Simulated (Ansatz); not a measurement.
In2Si2O7 (space group C2/m)

```xyz
11
Lattice="3.3160 -4.3248 0.0000 3.3160 4.3248 0.0000 -1.0364 0.0000 4.6101" Properties=species:S:1:pos:R:3 pbc="T T T"
In     3.3160     1.6642     0.0000
In     3.3160    -1.6642     0.0000
Si     1.0457     0.0000     1.8890
Si     4.5500     0.0000     2.7211
O      4.2592    -1.3561     3.6023
O      1.3365     1.3561     1.0078
O      1.3365    -1.3561     1.0078
O      4.2592     1.3561     3.6023
O     -0.5182     0.0000     2.3050
O      3.7385     0.0000     1.3024
O      1.8572     0.0000     3.3077
```

The slice is a (100) plane (indices of the conventional cell) through the point (0.778, 0.778, 0.590) (fractional), spanned by u = [001] and v = [1 -1 0] in vectors of this cell: u (4.73 Å) and v (8.65 Å, at 90° to u). It covers one period; positions are fractions (u, v).

Method: PBEsol (plane waves to 420 eV, PAW, scalar-relativistic; Ansatz, an electronic-structure program). k mesh 5×5×6. Near the nuclei the fields are pseudised (PAW); where an atom keeps semicore shells as valence, they peak there. In2Si2O7 was relaxed with its symmetry unable to fall.

### Question
Around which element is the density of the highest valence band (whole band, smooth part) largest on this plane?

### Answer
O. Mean over a disc round each atom, of radius 0.45 times the shortest bond: O 0.040, Si 0.001 e/Å³.

### Question
Around which element is the density of the lowest conduction band (whole band as if filled, smooth part) largest on this plane?

### Answer
O. Mean over a disc round each atom, of radius 0.45 times the shortest bond: O 0.076, Si 0.009 e/Å³.

### Question
Predict the map of the electrostatic potential energy of an electron, from the cell's mean on the slice.

### Answer
```tsv
v \ u	0.00	0.13	0.27	0.40	0.53	0.67	0.80	0.93
0.96	x	<2.0	5.4	9.4	9.7	8.5	<2.0	x
0.86	3.5	x	x	7.6	8.2	8.5	7.4	4.8
0.75	9.8	7.1	5.0	6.0	6.4	7.5	9.8	10.0
0.64	7.1	7.9	6.5	6.7	x	x	3.0	6.1
0.54	<2.0	5.5	9.1	9.1	7.4	<2.0	x	x
0.43	<2.0	6.9	8.6	8.6	6.6	<2.0	<2.0	<2.0
0.32	8.6	8.0	5.9	5.8	x	x	6.2	8.6
0.21	9.1	x	x	6.5	7.5	8.8	9.6	9.6
0.11	<2.0	x	x	8.6	8.9	8.6	5.1	<2.0
0.00	x	x	5.0	9.4	9.8	8.4	<2.0	x
```

Values: electrostatic potential energy of an electron, from the cell's mean, in eV. Points within 0.7 Å of a nucleus are blanked (x), as the pseudised field means little there. Values under 2 eV are set to 2. The zero, the cell's mean, hangs on the PAW cores.
